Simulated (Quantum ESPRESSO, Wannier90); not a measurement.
## PbSe (rock salt), plane waves to Wannier functions

Cell from Materials Project (mp-2201), symmetrised, no further relaxation. COD (Crystallography Open Database) has an entry of this formula and space group (matched by these alone). Level: PBE, no spin polarisation, no spin-orbit coupling; pw.x of Quantum ESPRESSO at 69 Ry with PseudoDojo potentials, 10×10×10 k-points, Wannier90. Density: 10×10×10 mesh, cold smearing 0.01 Ry. Spin-orbit coupling is left out although heavy elements are present.

On the energy scale of pw.x, whose zero is arbitrary, the valence-band maximum lies at 8.99 eV.

Input w.win:

```
num_bands = 5
num_wann = 5
exclude_bands = 1-10,16-25
num_iter = 800
conv_tol = 1.0e-6
conv_window = 4
trial_step = 10.0
write_hr = true
write_u_matrices = true
begin projections
f=-0.2698,-0.4932,-0.2121:s
f=0.3912,-0.0556,-0.3939:s
f=0.2040,0.1205,0.1461:s
f=-0.1669,0.1504,-0.4164:s
f=-0.4298,-0.1470,0.2109:s
end projections
begin unit_cell_cart
ang
    0.0000000000    3.0908250000    3.0908250000
    3.0908250000    0.0000000000    3.0908250000
    3.0908250000    3.0908250000    0.0000000000
end unit_cell_cart
begin atoms_frac
Pb   0.0000000000  0.0000000000  0.0000000000
Se   0.5000000000  0.5000000000  0.5000000000
end atoms_frac
mp_grid = 10 10 10
begin kpoints
0.0000000000 0.0000000000 0.0000000000
0.0000000000 0.0000000000 0.1000000000
0.0000000000 0.0000000000 0.2000000000
... (997 more lines: the 10x10x10 mesh through Gamma)
end kpoints
```

Input of pw2wannier90.x that gives the overlap and projection files (equivalent; here they were cut from one run over all bands):

```
&inputpp
  outdir = './out'
  prefix = 'pwscf'
  seedname = 'w'
  write_amn = .true.
  write_mmn = .true.
/
```

Output w.wout (banner and timings cut):

```
                                    ------
                                    SYSTEM
                                    ------

                              Lattice Vectors (Ang)
                    a_1     0.000000   3.090825   3.090825
                    a_2     3.090825   0.000000   3.090825
                    a_3     3.090825   3.090825   0.000000

                   Unit Cell Volume:      59.05453  (Ang^3)

                        Reciprocal-Space Vectors (Ang^-1)
                    b_1    -1.016425   1.016425   1.016425
                    b_2     1.016425  -1.016425   1.016425
                    b_3     1.016425   1.016425  -1.016425

 *----------------------------------------------------------------------------*
 |   Site       Fractional Coordinate          Cartesian Coordinate (Ang)     |
 +----------------------------------------------------------------------------+
 | pb   1   0.00000   0.00000   0.00000   |    0.00000   0.00000   0.00000    |
 | se   1   0.50000   0.50000   0.50000   |    3.09083   3.09083   3.09083    |
 *----------------------------------------------------------------------------*
                                ------------
                                K-POINT GRID
                                ------------

             Grid size = 10 x 10 x 10      Total points = 1000

 *---------------------------------- MAIN ------------------------------------*
 |  Number of Wannier Functions               :                 5             |
 |  Number of Objective Wannier Functions     :                 5             |
 |  Number of input Bloch states              :                 5             |
 |  Output verbosity (1=low, 5=high)          :                 1             |
 |  Timing Level (1=low, 5=high)              :                 1             |
 |  Optimisation (0=memory, 3=speed)          :                 3             |
 |  Length Unit                               :               Ang             |
 |  Post-processing setup (write *.nnkp)      :                 F             |
 |  Using Gamma-only branch of algorithms     :                 F             |
 *----------------------------------------------------------------------------*
 *------------------------------- WANNIERISE ---------------------------------*
 |  Total number of iterations                :               800             |
 |  Number of CG steps before reset           :                 5             |
 |  Trial step length for line search         :            10.000             |
 |  Convergence tolerence                     :         0.100E-05             |
 |  Convergence window                        :                 4             |
 |  Iterations between writing output         :                 1             |
 |  Iterations between backing up to disk     :               100             |
 |  Write r^2_nm to file                      :                 F             |
 |  Write xyz WF centres to file              :                 F             |
 |  Write on-site energies <0n|H|0n> to file  :                 F             |
 |  Use guiding centre to control phases      :                 F             |
 |  Use phases for initial projections        :                 F             |
 *----------------------------------------------------------------------------*
 *-------------------------------- PLOTTING ----------------------------------*
 |  Plotting Hamiltonian in WF basis          :                 T             |
 *----------------------------------------------------------------------------*

 *---------------------------------- K-MESH ----------------------------------*
 +----------------------------------------------------------------------------+
 |                    Distance to Nearest-Neighbour Shells                    |
 |                    ------------------------------------                    |
 |          Shell             Distance (Ang^-1)          Multiplicity         |
 |          -----             -----------------          ------------         |
 |             1                   0.176050                      8            |
 |             2                   0.203285                      6            |
 |             3                   0.287488                     12            |
 |             4                   0.337110                     24            |
 |             5                   0.352100                      8            |
 |             6                   0.406570                      6            |
 |             7                   0.443050                     24            |
 |             8                   0.454559                     24            |
       ... (lines left out)
 +----------------------------------------------------------------------------+
 | The b-vectors are chosen automatically                                     |
 | The following shells are used:                       1                     |
 +----------------------------------------------------------------------------+
 |                        Shell   # Nearest-Neighbours                        |
 |                        -----   --------------------                        |
 |                          1               8                                 |
 +----------------------------------------------------------------------------+
 | Completeness relation is fully satisfied [Eq. (B1), PRB 56, 12847 (1997)]  |
 +----------------------------------------------------------------------------+
 |                  b_k Vectors (Ang^-1) and Weights (Ang^2)                  |
 |                  ----------------------------------------                  |
 |            No.         b_k(x)      b_k(y)      b_k(z)        w_b           |
 |            ---        --------------------------------     --------        |
 |             1         0.101643    0.101643   -0.101643    12.099268        |
 |             2         0.101643   -0.101643    0.101643    12.099268        |
 |             3        -0.101643    0.101643    0.101643    12.099268        |
 |             4         0.101643    0.101643    0.101643    12.099268        |
 |             5        -0.101643   -0.101643    0.101643    12.099268        |
 |             6        -0.101643    0.101643   -0.101643    12.099268        |
 |             7         0.101643   -0.101643   -0.101643    12.099268        |
 |             8        -0.101643   -0.101643   -0.101643    12.099268        |
 +----------------------------------------------------------------------------+
 |                           b_k Directions (Ang^-1)                          |
 |                           -----------------------                          |
 |            No.           x           y           z                         |
 |            ---        --------------------------------                     |
 |             1         0.101643    0.101643   -0.101643                     |
 |             2         0.101643   -0.101643    0.101643                     |
 |             3        -0.101643    0.101643    0.101643                     |
 |             4         0.101643    0.101643    0.101643                     |
 +----------------------------------------------------------------------------+

 Starting a new Wannier90 calculation ...

 Reading overlaps from w.mmn

 Reading projections from w.amn

 *------------------------------- WANNIERISE ---------------------------------*
 +--------------------------------------------------------------------+<-- CONV
 | Iter  Delta Spread     RMS Gradient      Spread (Ang^2)            |<-- CONV
 +--------------------------------------------------------------------+<-- CONV

 ------------------------------------------------------------------------------
 Initial State
  WF centre and spread    1  ( -2.994019, -1.808877, -2.952210 )    17.72357215
  WF centre and spread    2  ( -1.760782,  0.044415,  0.206276 )    17.49494550
  WF centre and spread    3  (  0.140218,  0.275488,  0.197647 )    19.34774574
  WF centre and spread    4  ( -0.479184, -2.508650, -0.329720 )     7.00281338
  WF centre and spread    5  ( -0.108855, -0.264571, -2.494651 )     9.08736568
  Sum of centres and spreads ( -5.202623, -4.262194, -5.372658 )    70.65644246

      0     0.707E+02     0.0000000000       70.6564424551  <-- CONV
        O_D=     15.1942938 O_OD=     42.0577902 O_TOT=     70.6564425 <-- SPRD
 ------------------------------------------------------------------------------
      1    -0.500E+01     3.7983943485       65.6563833091  <-- CONV
        O_D=     11.4121161 O_OD=     40.8399088 O_TOT=     65.6563833 <-- SPRD
      2    -0.844E+01     2.4101330348       57.2179379791  <-- CONV
        O_D=      8.1488184 O_OD=     35.6647612 O_TOT=     57.2179380 <-- SPRD
      3    -0.494E+01     2.2753943365       52.2756752027  <-- CONV
        O_D=      7.8375972 O_OD=     31.0337196 O_TOT=     52.2756752 <-- SPRD
      4    -0.407E+01     2.1795021763       48.2074682581  <-- CONV
        O_D=      7.2144660 O_OD=     27.5886439 O_TOT=     48.2074683 <-- SPRD
      5    -0.307E+01     2.0383812617       45.1354404216  <-- CONV
        O_D=      6.6962659 O_OD=     25.0348161 O_TOT=     45.1354404 <-- SPRD
       ... (lines left out)
    100    -0.511E-03     0.0138540377       15.1061138580  <-- CONV
        O_D=      0.0008052 O_OD=      1.7009502 O_TOT=     15.1061139 <-- SPRD
       ... (lines left out)
    200    -0.757E-03     0.0153376752       15.0711818225  <-- CONV
        O_D=      0.0010025 O_OD=      1.6658209 O_TOT=     15.0711818 <-- SPRD
       ... (lines left out)
    300    -0.636E-03     0.0152190735       14.9701940846  <-- CONV
        O_D=      0.0008762 O_OD=      1.5649594 O_TOT=     14.9701941 <-- SPRD
       ... (lines left out)
    400    -0.159E-04     0.0024146202       14.9537071398  <-- CONV
        O_D=      0.0007446 O_OD=      1.5486041 O_TOT=     14.9537071 <-- SPRD
       ... (lines left out)
    500    -0.151E-05     0.0007069834       14.9532926816  <-- CONV
        O_D=      0.0007407 O_OD=      1.5481935 O_TOT=     14.9532927 <-- SPRD
       ... (lines left out)
    600    -0.113E-05     0.0006346697       14.9531688147  <-- CONV
        O_D=      0.0007407 O_OD=      1.5480697 O_TOT=     14.9531688 <-- SPRD
       ... (lines left out)
    619    -0.829E-06     0.0005879606       14.9531489445  <-- CONV
        O_D=      0.0007403 O_OD=      1.5480503 O_TOT=     14.9531489 <-- SPRD
    620    -0.996E-06     0.0005773131       14.9531479480  <-- CONV
        O_D=      0.0007405 O_OD=      1.5480491 O_TOT=     14.9531479 <-- SPRD
    621    -0.990E-06     0.0008611985       14.9531469576  <-- CONV
        O_D=      0.0007403 O_OD=      1.5480483 O_TOT=     14.9531470 <-- SPRD
             <<<     Delta < 1.000E-06  over  4 iterations     >>>
             <<< Wannierisation convergence criteria satisfied >>>
 Final State
  WF centre and spread    1  ( -3.242862, -3.585708, -3.278560 )     3.00902256
  WF centre and spread    2  ( -2.565112,  0.069252, -0.091227 )     3.06325698
  WF centre and spread    3  ( -0.000031,  0.000013, -0.000034 )     2.85315018
  WF centre and spread    4  ( -0.293782, -2.682461, -0.251564 )     2.95436726
  WF centre and spread    5  ( -0.081219,  0.017856, -2.561736 )     3.07334998
  Sum of centres and spreads ( -6.183006, -6.181049, -6.183121 )    14.95314696

         Spreads (Ang^2)       Omega I      =    13.404358418
        ================       Omega D      =     0.000740252
                               Omega OD     =     1.548048288
    Final Spread (Ang^2)       Omega Total  =    14.953146958
```
